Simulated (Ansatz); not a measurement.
Ir:
```xyz
2
Lattice="0.0000 2.7631 2.7631 2.7631 0.0000 2.7631 2.7631 2.7631 0.0000" Properties=species:S:1:pos:R:3 pbc="T T T"
Ir     0.0000     0.0000     0.0000
Ir     1.3816     1.3816     1.3816
```

Relaxed with r²SCAN. Special points in fractions of this cell's reciprocal vectors: Γ (0.000, 0.000, 0.000); X (0.500, 0.000, 0.500); U (0.625, 0.250, 0.625); K (0.375, 0.375, 0.750); L (0.500, 0.500, 0.500); W (0.500, 0.250, 0.750).

List the band energies nearest the Fermi level at these points for the program Ansatz at the r²SCAN with spin–orbit coupling level (PAW).

In eV from the Fermi level; about four levels below and three above (degenerate sets whole), none deeper than 8.9 eV; points with the same levels are listed once.

| k | below | above |
|---|---|---|
| Γ | -1.91 -1.91 -1.91 -1.91 -1.80 -1.80 | 0.82 0.82 0.82 0.82 |
| X | -2.74 -2.74 -2.74 -2.74 | 0.59 0.59 0.59 0.59 |
| U | -3.00 -3.00 -2.71 -2.71 | 0.62 0.62 1.07 1.07 |
| L | -1.24 -1.24 -1.12 -1.12 | 0.19 0.19 0.39 0.39 |
| W | -3.25 -3.25 -3.09 -3.09 | 0.93 0.93 1.12 1.12 |

Space group Fd-3m (diamond). The start of the workflow was typed in or built on a structure type; neither database checked (COD, Materials Project) lists it. It is not the phase usual at ambient conditions (space group No. 225). The cell was relaxed with r²SCAN under the symmetry of its start; its stability against distortions is not shown here. No spin polarisation was allowed.

Potentials: the earlier of the program's two PAW sets.
